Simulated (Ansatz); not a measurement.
# Exchange in FeCuSO by functional

```
CELL_PARAMETERS angstrom
3.82190 0.00000 0.00000
0.00000 3.82190 0.00000
0.00000 0.00000 8.64500
ATOMIC_POSITIONS crystal
Fe 0.50000 0.50000 0.00000
Fe 0.00000 0.00000 0.00000
Cu 0.00000 0.00000 0.50000
Cu 0.50000 0.50000 0.50000
S 0.50000 0.00000 0.34420
S 0.00000 0.50000 0.65580
O 0.50000 0.00000 0.92560
O 0.00000 0.50000 0.07440
```

The same starts (parallel, antiparallel patterns that fit this cell, and no moments) were run with plane-wave PAW DFT (Ansatz 0.2.0; atoms fixed, collinear spin, no spin-orbit coupling; 7×7×4 Γ-centred mesh, fermi-dirac occupations of width 0.050 eV) at these levels: PBE, 420 eV; PBE with U_eff = 4.0 eV on Fe d (all-electron-ortho-atomic projectors), 420 eV; r2SCAN, 500 eV.

Q: How do order, exchange and moments depend on the level?

A: The runs give, at zero smearing:

```json
{"level": "PBE", "lowest state": "parallel moments", "mean moment on Fe (μB)": "3.40", "parallel less best compensated antiparallel (meV per Fe)": "-114", "gain over no moments (meV per Fe)": "1104"}
{"level": "PBE + U", "lowest state": "antiparallel, compensated", "mean moment on Fe (μB)": "3.32", "parallel less best compensated antiparallel (meV per Fe)": "+130", "gain over no moments (meV per Fe)": "3461"}
{"level": "r2SCAN", "lowest state": "parallel moments", "mean moment on Fe (μB)": "3.54", "parallel less best compensated antiparallel (meV per Fe)": "-111", "gain over no moments (meV per Fe)": "2308"}
```

Site moments are taken in small spheres that don't touch (radius about 0.4 of the atom's shortest bond), so those of the magnetic atoms read low. The levels disagree on which order is lower: the difference runs from -114 to +130 meV per Fe. The moment grows from 3.32 μB under PBE + U to 3.54 μB under r2SCAN.

The cell is that of a Crystallography Open Database entry, unchanged.

Caveats: only orders that fit this cell were tried, so the true order may need a larger cell or canted moments; atoms and cell are held at the entry's values; differences under about 5 meV per magnetic atom weren't tested against a denser mesh or another U, and are taken as unresolved; the U is a value in common use, not computed for this crystal; r2SCAN overestimates the moments and magnetic energies of itinerant metals; the state without moments isn't the paramagnet, so the last column is no ordering energy, and a U inflates it.
